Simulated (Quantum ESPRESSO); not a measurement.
Band energies of CaS

```xyz
2
Lattice="0.0000 2.8157 2.8157 2.8157 0.0000 2.8157 2.8157 2.8157 0.0000" Properties=species:S:1:pos:R:3 pbc="T T T"
S      2.8157     2.8157     2.8157
Ca     0.0000     0.0000     0.0000
```

PBEsol (Quantum ESPRESSO, PseudoDojo norm-conserving, 68 Ry, no spin-orbit coupling); path ΓXWKΓLUWLK,UX; energies in eV from the valence-band maximum.

```
k (1/Å)  point  band 4  band 5  band 6  band 7  band 8  band 9  band 10  band 11
-------  -----  ------  ------  ------  ------  ------  ------  -------  -------
0.00         Γ  -19.97  -11.44    0.00    0.00    0.00    4.08     4.08     4.08
0.22            -19.98  -11.34   -0.68   -0.15   -0.15    3.81     4.47     4.47
0.56            -20.00  -10.99   -2.08   -0.57   -0.57    2.95     5.15     5.23
0.89            -20.02  -10.79   -2.43   -0.80   -0.80    2.29     5.53     6.03
1.12         X  -20.03  -10.76   -2.39   -0.84   -0.84    2.16     5.63     6.05
1.23            -20.03  -10.75   -2.37   -0.93   -0.93    2.32     5.70     6.20
1.56            -20.04  -10.64   -2.07   -1.66   -1.58    4.04     5.50     5.99
1.67         W  -20.04  -10.63   -1.88   -1.88   -1.64    4.78     4.78     6.03
1.94            -20.02  -10.64   -2.12   -1.96   -1.19    3.73     5.97     6.34
2.07         K  -20.01  -10.65   -2.15   -1.98   -1.08    3.56     6.37     6.50
2.17            -20.01  -10.61   -2.29   -2.01   -1.15    4.14     6.08     6.29
2.46            -19.99  -10.68   -2.61   -1.43   -1.17    5.11     5.47     5.67
2.76            -19.97  -11.02   -1.87   -0.79   -0.71    4.37     4.67     5.06
3.05            -19.97  -11.36   -0.51   -0.19   -0.13    4.09     4.17     4.30
3.25         Γ  -19.97  -11.44    0.00    0.00    0.00    4.08     4.08     4.08
3.36            -19.97  -11.41   -0.16   -0.05   -0.05    4.08     4.13     4.13
3.68            -19.98  -11.09   -1.66   -0.62   -0.62    4.15     4.77     4.77
3.90            -19.98  -10.78   -2.63   -1.00   -1.00    4.45     5.48     5.48
4.22         L  -19.99  -10.54   -3.27   -1.24   -1.24    5.11     6.13     6.27
4.51            -19.99  -10.56   -2.99   -1.48   -1.21    4.90     5.79     6.24
4.80            -20.01  -10.62   -2.30   -1.95   -1.12    3.90     6.16     6.40
4.90         U  -20.01  -10.65   -2.15   -1.98   -1.08    3.56     6.37     6.50
5.10            -20.03  -10.64   -2.08   -1.92   -1.31    3.93     5.70     6.21
5.30         W  -20.04  -10.63   -1.88   -1.88   -1.64    4.78     4.78     6.03
5.39            -20.03  -10.63   -2.04   -1.86   -1.53    4.79     4.80     6.12
5.59            -20.01  -10.60   -2.54   -1.71   -1.29    4.87     5.05     6.60
5.89            -19.99  -10.55   -3.14   -1.35   -1.23    5.06     5.85     6.32
6.08         L  -19.99  -10.54   -3.27   -1.24   -1.24    5.11     6.13     6.27
6.17            -19.99  -10.54   -3.25   -1.26   -1.24    5.10     6.08     6.26
6.43            -20.00  -10.57   -2.90   -1.55   -1.20    4.78     5.79     6.25
6.68            -20.01  -10.63   -2.27   -1.97   -1.12    3.85     6.19     6.41
6.77         K  -20.01  -10.65   -2.15   -1.98   -1.08    3.56     6.37     6.50
6.77         U  -20.01  -10.65   -2.15   -1.98   -1.08    3.56     6.37     6.50
6.87            -20.02  -10.69   -2.25   -1.62   -1.00    3.04     6.24     6.58
7.16         X  -20.03  -10.76   -2.39   -0.84   -0.84    2.16     5.63     6.05
```

The PBEsol gap is indirect, 2.16 eV, from Γ to X; the smallest direct gap is 3.00 eV.

Geometry relaxed with PBEsol.
